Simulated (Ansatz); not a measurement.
YBRh3:
```
YBRh3
1.0
    4.17504     0.00000     0.00000
    0.00000     4.17504     0.00000
    0.00000     0.00000     4.17504
Y Rh B
1 3 1
Cartesian
  0.00000   0.00000   0.00000
  0.00000   2.08752   2.08752
  2.08752   0.00000   2.08752
  2.08752   2.08752   0.00000
  2.08752   2.08752   2.08752
```

Relaxed with r²SCAN. Special points in fractions of this cell's reciprocal vectors: Γ (0.000, 0.000, 0.000); X (0.000, 0.500, 0.000); M (0.500, 0.500, 0.000); R (0.500, 0.500, 0.500).

List the band energies nearest the Fermi level at these points for the program Ansatz at the r²SCAN with spin–orbit coupling level (PAW).

In eV from the Fermi level; about four levels below and three above (degenerate sets whole), none deeper than 8.9 eV; points with the same levels are listed once.

```
k                                below                          above
-  -----------------------------------  -----------------------------
Γ  -0.78 -0.78 -0.78 -0.78 -0.58 -0.58            0.22 0.22 0.24 0.24
X              -1.23 -1.23 -0.78 -0.78            0.32 0.32 1.97 1.97
M              -1.02 -1.02 -0.52 -0.52            1.56 1.56 1.73 1.73
R              -1.40 -1.40 -1.40 -1.40  0.04 0.04 0.15 0.15 0.15 0.15
```

Space group Pm-3m (cubic perovskite). The workflow started from an entry of the Crystallography Open Database (COD). Whether it is the stable phase at ambient conditions was not checked. The r²SCAN relaxation kept the symmetry of its start; its stability against distortions is not shown here. No spin polarisation was allowed.

Potentials: the later of the program's two PAW sets.
